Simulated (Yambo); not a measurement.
G0W0@LDA for BaTiO3 (cubic perovskite, space group Pm-3m, No. 221) in Yambo. Reference settings: 4×4×4 Γ-centred k mesh, bands 2 to 125 and a 8 Ry block in the screening, 125 bands in G with the Bruneval-Gonze terminator, plasmon pole fitted at 27.2 eV. The LDA gap R → Γ on this mesh is 1.74 eV; G0W0 gaps are taken between the same points.

Gap (R → Γ) in eV against the number of bands and the screening block, terminator on:

```csv
bands (W and G),2 Ry,3 Ry,5 Ry,6 Ry,8 Ry
35,4.135,3.653,3.415,3.361,3.323
51,3.967,3.512,3.301,3.261,3.248
72,3.915,3.469,3.273,3.240,3.244
96,3.894,3.443,3.245,3.216,3.235
125,3.887,3.434,3.242,3.217,3.240
```

Rough cost of the Yambo step against the reference (shared machines):

```csv
bands (W and G),2 Ry,3 Ry,5 Ry,6 Ry,8 Ry
35,1/5,1/5,1/5,1/6,1/5
51,1/4,1/4,1/4,1/4,1/3
72,1/3,1/3,1/3,1/2,1/2
96,1/2,~1,~1,~1,~1
125,~1,~1,~1,~1,1
```

At the largest block the last step in bands moves the gap by 0.005 eV; at the most bands the last step in the block moves it by 0.023 eV.

The cell is held in this high symmetry; tilts and polar distortions were not searched.

Geometry of the Materials Project entry, not relaxed at this level; primitive cell a = b = c = 4.008 Å, α = β = γ = 90.00°.

This is not the ordinary phase of the substance.
